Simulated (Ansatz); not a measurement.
AlPt:
```xyz
2
Lattice="0.0000 2.5407 2.5407 2.5407 0.0000 2.5407 2.5407 2.5407 0.0000" Properties=species:S:1:pos:R:3 pbc="T T T"
Pt     0.0000     0.0000     0.0000
Al     2.5407     2.5407     2.5407
```

Relaxed with PBEsol. Special points in fractions of this cell's reciprocal vectors: Γ (0.000, 0.000, 0.000); X (0.500, 0.000, 0.500); U (0.625, 0.250, 0.625); K (0.375, 0.375, 0.750); L (0.500, 0.500, 0.500); W (0.500, 0.250, 0.750).

Task: List the band energies nearest the Fermi level at these points for PBEsol (plane waves, PAW; program Ansatz).

Result: In eV from the Fermi level; about four levels below and three above (degenerate sets whole), none deeper than 8.9 eV; … stands for higher levels left out; points with the same levels are listed once.

```tsv
k	below	above
Γ	-3.50 -3.50 -3.50 -3.38 -3.38	5.69 5.69 5.69
X	-2.79 -1.84 -1.84 -0.76	1.57 1.57 …
U	-3.43 -2.06 -1.77 -0.28	0.59 3.27 …
L	-4.22 -4.22 -2.20 -2.20 -1.13	6.75 6.75 …
W	-4.17 -4.17 -4.00 -1.84 -1.39	0.25 0.25 1.76
```

Space group Fm-3m (rock salt). The start of the workflow was typed in or built on a structure type; neither database checked (COD, Materials Project) lists it. Whether it is the stable phase at ambient conditions was not checked. The cell was relaxed with PBEsol under the symmetry of its start; its stability against distortions is not shown here. No spin polarisation was allowed. Scalar-relativistic: spin–orbit coupling is off unless named, which matters more the heavier the elements.

Potentials: the later of the program's two PAW sets.
